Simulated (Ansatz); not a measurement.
**YP: modes against the lattice constant**

Computed with DFT LDA, scalar-relativistic, plane waves, PAW (Ansatz 0.2.0). Plane waves to 420 eV; Γ-centred k mesh 12×12×12; Fermi-Dirac smearing of 0.15 eV. No spin polarisation. Phonons by linear response, acoustic sum rule imposed.

The cell is fixed (symmetry leaves no force on the atoms) and stands under 5.5 GPa:
```cif
data_structure
_symmetry_space_group_name_H-M 'P 1'
_symmetry_Int_Tables_number 1
_cell_length_a 3.3449
_cell_length_b 3.3449
_cell_length_c 3.3449
_cell_angle_alpha 90.000
_cell_angle_beta 90.000
_cell_angle_gamma 90.000
_cell_volume 37.42
loop_
_atom_site_label
_atom_site_type_symbol
_atom_site_fract_x
_atom_site_fract_y
_atom_site_fract_z
_atom_site_occupancy
Y1 Y 0.00000 0.00000 0.00000 1
P1 P 0.50000 0.50000 0.50000 1
```

The cell is the ideal cubic caesium chloride prototype; whether it is the stable structure of this composition wasn't checked. In a metal, frequencies and elastic constants depend on the k mesh and the smearing, soft modes and shear constants most.

How do the optical zone-centre modes (counted from the lowest optical one, degenerate ones once; i marks imaginary ones) of this metal change over a = 3.345 and 3.405 Å?

Results:

| a (Å) | 3.345 | 3.405 |
| --- | --- | --- |
| pressure (GPa) | 5.5 | -0.3 |
| mode 1 (cm⁻¹) | 195 | 163 |

Cost: 2 runs of about 0.65 core-minutes in all, on Arm Neoverse V2 (shared hosts).